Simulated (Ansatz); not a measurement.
Fe₃Si in space group Fm-3m (No. 225; Fe on 8c, Fe on 4b, Si on 4a), plane-wave PAW PBE (Ansatz code), all energies at zero smearing, with the estimated change up to a 700 eV cutoff added, with one set of potentials and settings (totals compare only within such a set). Cell of 4 atoms (3 Fe, 1 Si): -14078.541 eV.

```csv
element,reference phase,E (eV/atom)
Fe,"Im-3m, 1 atoms in the cell, spin-polarised",-4480.4888
Si,"Fd-3m, 2 atoms in the cell",-635.8096
```

Formation energy per atom, worked out: (-14078.541 − 3×(-4480.4888) − 1×(-635.8096))/4 = -0.316 eV/atom (-31 kJ per mol of atoms), at 0 K, without zero-point energy or fitted corrections.

The workflow started from a Materials Project entry (that database holds measured and hypothetical structures alike); the Crystallography Open Database files this formula in space group No. 225, but the cells were not matched. Whether it is the stable phase at ambient conditions was not checked. Symmetry was held in the PBE relaxation; whether a distortion lowers the energy is not shown. Magnetic state: ferromagnetic, chosen from 3 collinear starts compared on coarse meshes (ties went to the first, and starts can fall back to one state), not a proven ground state. The references are the lowest solids computed at this level, not always the standard phases.

Potentials: the later of the program's two PAW sets.
